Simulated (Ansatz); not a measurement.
Cu$_{3}$Ge:
```cif
data_Cu6Ge2
_chemical_formula_sum 'Cu6 Ge2'
_space_group_name_H-M_alt 'Pmmn :1'
_space_group_IT_number 59
_space_group_name_Hall 'P 2 2ab -1ab'
_cell_length_a 4.15764
_cell_length_b 5.21767
_cell_length_c 4.50516
_cell_angle_alpha 90.000
_cell_angle_beta 90.000
_cell_angle_gamma 90.000
loop_
_space_group_symop_operation_xyz
  'x, y, z'
  '-x, -y, z'
  'x+1/2, -y+1/2, -z'
  '-x+1/2, y+1/2, -z'
  '-x+1/2, -y+1/2, -z'
  'x+1/2, y+1/2, -z'
  '-x, y, z'
  'x, -y, z'
loop_
_atom_site_label
_atom_site_type_symbol
_atom_site_symmetry_multiplicity
_atom_site_Wyckoff_symbol
_atom_site_fract_x
_atom_site_fract_y
_atom_site_fract_z
_atom_site_occupancy
Cu1 Cu 2 b 0.00000 0.50000 0.16604 1
Cu2 Cu 4 e 0.00000 0.25154 0.66331 1
Ge1 Ge 2 a 0.00000 0.00000 0.17272 1
```

Relaxed at zero pressure with PBEsol (plane waves, PAW; program Ansatz).

The volume is lowered by 9 % and shape and atoms relax at that volume. What pressure results, and how do the axes share the change?

17.8 GPa; a -2.8 %, b -3.3 %, c -3.2 %; the energy rises by 55 meV/atom.

Give the new structure.


Space group Pmmn, origin choice 1 (No. 59); a = 4.042 Å, b = 5.047 Å, c = 4.360 Å, α = 90.00°, β = 90.00°, γ = 90.00°

```csv
atom,site,symmetry,x,y,z
Cu,2b,mm2,0.0000,0.5000,0.1658
Cu,4e,m..,0.0000,0.2511,0.6642
Ge,2a,mm2,0.0000,0.0000,0.1719
```

The phase is kept; no other phase was compared at this pressure.

The first step of the workflow began from a Materials Project structure, measured or hypothetical; the Crystallography Open Database copy checked does not list it. Whether it is the stable phase at ambient conditions was not checked. The PBEsol relaxation kept the symmetry of its start; whether a distortion lowers the energy is not shown. No spin polarisation was allowed.

Potentials: the later of the program's two PAW sets.
